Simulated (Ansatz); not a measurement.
Input and command of a plane-wave DFT calculation in Ansatz:

```yaml
crystal:
  lattice:
    - [5.616, 0.0, 0.0]
    - [0.0, 5.616, 0.0]
    - [0.0, 0.0, 5.616]
  atoms:
    - { symbol: Cs, position: [0.0, 0.0, 0.0] }
    - { symbol: Cd, position: [0.5, 0.5, 0.5] }
    - { symbol: Cl, position: [0.0, 0.5, 0.5] }
    - { symbol: Cl, position: [0.5, 0.0, 0.5] }
    - { symbol: Cl, position: [0.5, 0.5, 0.0] }
basis:
  ecutwfc: 500
kpoints:
  mp_grid: { grid: [6, 6, 6] }
hamiltonian:
  xc: r2scan
scf:
  occupations: { method: gaussian, width: 0.05 }
output:
  forces: true
  stress: true
  eigenvalues: true
```

```bash
ansatz run input.yaml --threads 1 --pin off --max-ram 2560MiB --backend cpu --events-out ev --progress --plain --runs-dir out
```

Processor: Arm Neoverse V1, 1 thread, on a host shared with other jobs.

Problem. How long does it run, and how much memory does it take?

Solution. About 21 s on 1 thread of Arm Neoverse V1 (shared host), peak memory 0.83 GiB. It solves 30 bands at 20 k points (the mesh reduced by symmetry) with about 4457 plane waves, in 7 SCF iterations.
